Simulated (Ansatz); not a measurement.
All cells below were computed with PBEsol (plane-wave PAW, Ansatz 0.2.0, no spin polarisation, atoms fixed as given).

Task: Rank them by the largest positive Bader charge, smallest first.
A.
Sb3Au (420 eV, 6×6×6 mesh on the cell that ran, as a rule the primitive one, cold 0.1069 eV)
```cif
data_structure
_symmetry_space_group_name_H-M 'Im-3m'
_symmetry_Int_Tables_number 229
_cell_length_a 6.1761
_cell_length_b 6.1761
_cell_length_c 6.1761
_cell_angle_alpha 90.000
_cell_angle_beta 90.000
_cell_angle_gamma 90.000
_cell_volume 235.59
loop_
_atom_site_label
_atom_site_type_symbol
_atom_site_symmetry_multiplicity
_atom_site_Wyckoff_symbol
_atom_site_fract_x
_atom_site_fract_y
_atom_site_fract_z
_atom_site_occupancy
Sb1 Sb 6 b 0.50000 0.00000 0.00000 1
Au1 Au 2 a 0.00000 0.00000 0.00000 1
```
B.
BaTaS3 (420 eV, 6×6×6 mesh on the cell that ran, as a rule the primitive one, gaussian 0.1813 eV)
```cif
data_structure
_symmetry_space_group_name_H-M 'P6_3/mmc'
_symmetry_Int_Tables_number 194
_cell_length_a 6.9006
_cell_length_b 6.9006
_cell_length_c 5.7898
_cell_angle_alpha 90.000
_cell_angle_beta 90.000
_cell_angle_gamma 120.000
_cell_volume 238.77
loop_
_atom_site_label
_atom_site_type_symbol
_atom_site_symmetry_multiplicity
_atom_site_Wyckoff_symbol
_atom_site_fract_x
_atom_site_fract_y
_atom_site_fract_z
_atom_site_occupancy
Ba1 Ba 2 d 0.33333 0.66667 0.75000 1
S1 S 6 h 0.16860 0.33720 0.25000 1
Ta1 Ta 2 a 0.00000 0.00000 0.00000 1
```
C.
TiGa2 (420 eV, 10×10×9 mesh on the cell that ran, as a rule the primitive one, methfessel-paxton 0.1716 eV)
Space group P6/mmm (No. 191). a = 3.722 Å, b = 3.722 Å, c = 3.976 Å, α = 90.00°, β = 90.00°, γ = 120.00°
| atom | site | symmetry | x | y | z |
| --- | --- | --- | --- | --- | --- |
| Ti | 1a | 6/mmm | 0.0000 | 0.0000 | 0.0000 |
| Ga | 2d | -6m2 | 0.3333 | 0.6667 | 0.5000 |

Result: A (+0.16 e), C (+1.19 e), B (+1.79 e).

Origins: Sb3Au, a database entry at a rescaled volume; TiGa2, a known structure type with other elements, at an estimated volume; BaTaS3, a database entry at a rescaled volume. Caveats for one or more cells: wide smearing; many states at the Fermi level without spin polarisation, so a magnetic state may lie lower.
